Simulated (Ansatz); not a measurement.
Starting cell, SiO2 (rutile):

```xyz
6
Lattice="4.1848 0.0000 0.0000 0.0000 4.1848 0.0000 0.0000 0.0000 2.6684" Properties=species:S:1:pos:R:3 pbc="T T T"
Si     2.0924     2.0924     1.3342
Si     0.0000     0.0000     0.0000
O      3.3733     3.3733     1.3342
O      1.2810     2.9038     0.0000
O      2.9038     1.2810     0.0000
O      0.8114     0.8114     1.3342
```

The atoms are displaced by Q × the pattern below (from a DFPT mode at Γ, largest move 1; Q in Å), at fixed cell.

```csv
atom,x,y,z
Si1,0.000,0.000,0.487
Si2,0.000,0.000,-0.487
O3,0.000,0.000,1.000
O4,0.000,0.000,-1.000
O5,0.000,0.000,-1.000
O6,0.000,0.000,1.000
```

Calculation: r2SCAN (plane waves to 500 eV, PAW, scalar-relativistic; Ansatz, a quantum-chemistry and plane-wave program). k mesh 8×8×12 (Γ-centred), Fermi-Dirac smearing 0.05 eV. E stands for the smeared free energy. Stress and pressure are positive under compression. SiO2 was relaxed with its symmetry unable to fall. The PAW data are Ansatz's earlier set. ΔE is measured from the undisplaced structure.

| Q (Å) | ΔE (meV/cell) | P (GPa) | −dE/dQ from forces (eV/Å) |
|---|---|---|---|
| -0.180 | 2672 | 25.9 | 29.995 |
| -0.150 | 1850 | 18.0 | 24.849 |
| -0.120 | 1181 | 11.5 | 19.775 |
| -0.090 | 663 | 6.5 | 14.767 |
| -0.060 | 294 | 2.9 | 9.812 |
| -0.030 | 73 | 0.7 | 4.896 |
| 0.000 | 0 | 0.0 | 0.000 |
| 0.030 | 73 | 0.7 | -4.896 |
| 0.060 | 294 | 2.9 | -9.812 |
| 0.090 | 663 | 6.5 | -14.767 |
| 0.120 | 1181 | 11.5 | -19.775 |
| 0.150 | 1850 | 18.0 | -24.849 |
| 0.180 | 2672 | 25.9 | -29.995 |

Read from the data:

The energy at Q = 0.180 Å is 2672 meV/cell. Space group of the distorted cell: P-42_1m (No. 113), lowered from P4_2/mnm. Symmetry of the curve: even: the same for both signs. Shape of the curve: a single well with its minimum at or next to zero displacement. Harmonic wavenumber from the curvature (finite differences): 757 cm⁻¹. Wavenumber by perturbation theory (DFPT, on another k mesh): 757 cm⁻¹.

(For displaced atoms, the force is minus the slope of the energy, and its curvature is a force constant, which sets phonon frequencies.)
